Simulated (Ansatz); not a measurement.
Ansatz input file:

```yaml
crystal:
  lattice:
    - [4.1337004554, 0.0, 0.0]
    - [0.0, 4.1337004554, 0.0]
    - [0.0, 0.0, 4.1337004554]
  atoms:
    - { symbol: K, position: [0.5, 0.5, 0.5] }
    - { symbol: Mg, position: [0.0, 0.0, 0.0] }
    - { symbol: F, position: [0.5, 0.0, 0.0] }
    - { symbol: F, position: [0.0, 0.5, 0.0] }
    - { symbol: F, position: [0.0, 0.0, 0.5] }
basis:
  ecutwfc: 420
kpoints:
  mp_grid: { grid: [6, 6, 6] }
hamiltonian:
  xc: pbe
scf:
  occupations: { method: gaussian, width: 0.02 }
output:
  forces: true
  stress: true
  eigenvalues: true
```

Launched with
```bash
ansatz run input.yaml --threads 1 --pin off --max-ram 2560MiB --backend cpu --events-out ev --progress --plain --runs-dir out
```

Computed with Ansatz 0.2.0, DFT PBE, scalar-relativistic, plane waves, PAW.

From the run's log, abridged:

```
Pseudopotentials: kind: paw
Pseudopotential: K, paw, valence charge 9, recommended cutoff 420 eV (normal)
Pseudopotential: Mg, paw, valence charge 10, recommended cutoff 420 eV (normal)
Pseudopotential: F, paw, valence charge 7, recommended cutoff 420 eV (normal)
Functional definition: PBE
Crystal: 5 atoms, lattice volume = 70.635 Å³
Basis set: ecut = 420 eV, 1357 PW (Γ), exchange–correlation on 60×60×60 points (8 copies of the dense FFT grid, shifted against one another)
Bands: 25, of which v1, the nominal top of the filled ones, is band 20 counted from 1 (19 counted from 0)
Symmetry: 48 space group operations
Space group: Pm-3m (ITA 221), of the structure as read, at distance tolerance 4.1e-5 Å
k-points: 20 of 216
Initial density: superposition of atomic densities (neutral atoms: chi_scale 0, normalization atom), corrected by the library's trained network
Initial wavefunctions: pseudopotential atomic-orbital guess
Functional: x = pbe(κ = 0.804, μ = 0.21951497), c = pbe(β = 0.06672455)
SCF iter   1: F=—  HF=-5894.691697 eV  |F-HF|=—  |Δ(HF+E_count)|=         —  Δρ=4.79e-4  dr2=4.35e-5  ethr=1.77e-3  ⟨swp⟩=6.3  Hψ=2419  notcnv=0
SCF iter   2: F=—  HF=-5894.692478 eV  |F-HF|=—  |Δ(HF+E_count)|=   7.81e-4  Δρ=2.96e-4  dr2=2.68e-5  ethr=1.09e-7  ⟨swp⟩=3.0  Hψ=1370  notcnv=0  defer=9
SCF iter   3: F=—  HF=-5894.692561 eV  |F-HF|=—  |Δ(HF+E_count)|=   8.34e-5  Δρ=1.28e-4  dr2=6.35e-6  ethr=6.69e-8  ⟨swp⟩=2.0  Hψ=880  notcnv=0
automatic band count: iteration 3 solves 24 bands in place of 25: the levels show a gap, and the empty bands left out lie too high to hold charge; the band table lists the bands solved (type scf.n_extra_bands for more)
SCF iter   4: F=—  HF=-5894.692600 eV  |F-HF|=—  |Δ(HF+E_count)|=   3.92e-5  Δρ=4.54e-5  dr2=1.13e-6  ethr=1.59e-8  ⟨swp⟩=2.0  Hψ=870  notcnv=0
SCF iter   5: F=—  HF=-5894.692602 eV  |F-HF|=—  |Δ(HF+E_count)|=   1.90e-6  Δρ=3.70e-5  dr2=4.24e-7  ethr=2.82e-9  ⟨swp⟩=2.0  Hψ=860  notcnv=0
SCF iter   6: F=-5894.692602 eV  HF=-5894.692602 eV  |F-HF|=5.76e-9  |Δ(HF+E_count)|=   1.86e-7  Δρ=2.39e-6  dr2=1.63e-9  ethr=2.50e-10  ⟨swp⟩=3.0  Hψ=1872  notcnv=0
SCF 1 converged in 6 iterations: F = -5894.692602 eV  dr2 = 1.63e-9
SCF converged after 6 iterations
Free energy (F): -5894.692602 eV
Harris-Foulkes:  -5894.692602 eV  (|F-HF|=5.76e-9)
Internal energy: -5894.692602 eV  (E = F + TS)
E sigma→0 (E₀):  -5894.692602 eV
Fermi energy:    5.155902 eV
--- Per-component energies (eV) ---
  E_band       = -541.520980
  E_kinetic    = 952.442967
  E_local      = -3882.672335  (includes V_loc(G=0)·N_el)
  E_nonlocal   = 327.403274
  E_hartree    = 1414.471403
  E_xc         = -405.965190
  E_vxc        = -512.150316  (∫ρ·V_xc dr)
  E_paw        = -1676.053572  (= ΣΔE_a)
  E_vpaw       = -255.493731  (= ΣTr[D̂ρ^β])
  E_aug_tail   = 0.006258  (compensation charges beyond the density's cutoff)
  E_ewald      = -2624.325407
  E_smearing   =  0.000000  (= −TS)
--- Forces (eV/Å), atoms counted from 1 ---
  atom   1  K      0.00000000     0.00000000     0.00000000
  atom   2  Mg     0.00000000     0.00000000     0.00000000
  atom   3  F      0.00000000     0.00000000     0.00000000
  atom   4  F      0.00000000     0.00000000     0.00000000
  atom   5  F      0.00000000     0.00000000     0.00000000
--- Stress (GPa, compression-positive) ---
       -3.391212       0.000000       0.000000
        0.000000      -3.391212       0.000000
        0.000000       0.000000      -3.391212
  P = ⅓ Tr σ = -3.3912 GPa (-33.912 kbar)
--- Band table (eV; the first three rows and the last of 20) ---
  k-point 0: bands = ["-69.4403", "-36.1982", "-36.1982", "-36.1982", "-24.0026", "-17.9635", "-17.4471", "-17.4471", "-7.4805", "-7.4805", "-7.4805", "-0.3004", "-0.3004", "-0.3004", "1.3518", "1.3518", "1.3518", "1.5626", "1.5626", "1.5626", "8.4343", "11.8006", "11.8006", "13.7992"]
  k-point 1: bands = ["-69.4403", "-36.1992", "-36.1982", "-36.1982", "-23.9989", "-17.9362", "-17.4733", "-17.4457", "-7.4827", "-7.4722", "-7.4722", "-0.2811", "-0.2675", "-0.2675", "1.3019", "1.3050", "1.3050", "1.3412", "1.5209", "1.5209", "8.8806", "12.0117", "12.0162", "13.8851"]
  k-point 2: bands = ["-69.4402", "-36.2011", "-36.1981", "-36.1981", "-23.9914", "-17.8702", "-17.5369", "-17.4429", "-7.4869", "-7.4555", "-7.4555", "-0.2001", "-0.1947", "-0.1947", "0.8882", "1.1970", "1.1970", "1.2058", "1.4463", "1.4463", "9.9920", "12.1563", "12.4597", "14.0548"]
  k-point 19: bands = ["-69.4402", "-36.2018", "-36.2018", "-36.2018", "-23.9684", "-17.5775", "-17.5775", "-17.5775", "-7.6045", "-7.6045", "-7.6045", "-1.6481", "0.3916", "0.3916", "0.3916", "0.8558", "0.8558", "1.8774", "1.8774", "1.8774", "11.9055", "11.9055", "11.9055", "14.9794"]
```

Self-consistency was reached.

Time: 3 s on 1 thread of Intel(R) Xeon(R) Platinum 8259CL CPU @ 2.50GHz (Skylake/Cascade Lake), with other jobs on the host, peak memory 0.38 GiB.